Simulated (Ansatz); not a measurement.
Ca₃SiO in space group Imma (No. 74; Ca on 4e, Ca on 8g, Si on 4e, O on 4b), PBEsol in the plane-wave PAW code Ansatz, all energies at zero smearing, with the estimated change up to a 700 eV cutoff added, with one set of potentials and settings (totals compare only within such a set). Cell of 10 atoms (6 Ca, 2 Si, 2 O): -13137.392 eV.

| element | reference phase | E (eV/atom) |
|---|---|---|
| Ca | Fm-3m, 1 atoms in the cell | -1793.7315 |
| Si | Fd-3m, 2 atoms in the cell | -621.4920 |
| O | C2/m, 4 atoms in the cell, spin-polarised | -558.3554 |

Formation energy per atom, worked out: (-13137.392 − 6×(-1793.7315) − 2×(-621.4920) − 2×(-558.3554))/10 = -1.531 eV/atom (-148 kJ per mol of atoms), at 0 K, without zero-point energy or fitted corrections.

The first step of the workflow began from a Materials Project structure, measured or hypothetical; the Crystallography Open Database copy checked does not list it. COD files the formula under space group No. 62. Whether it is the stable phase at ambient conditions was not checked. The PBEsol relaxation kept the symmetry of its start; its stability against distortions is not shown here. The references are the lowest solids computed at this level, not always the standard phases (solids in place of the gases).

Potentials: the later of the program's two PAW sets.
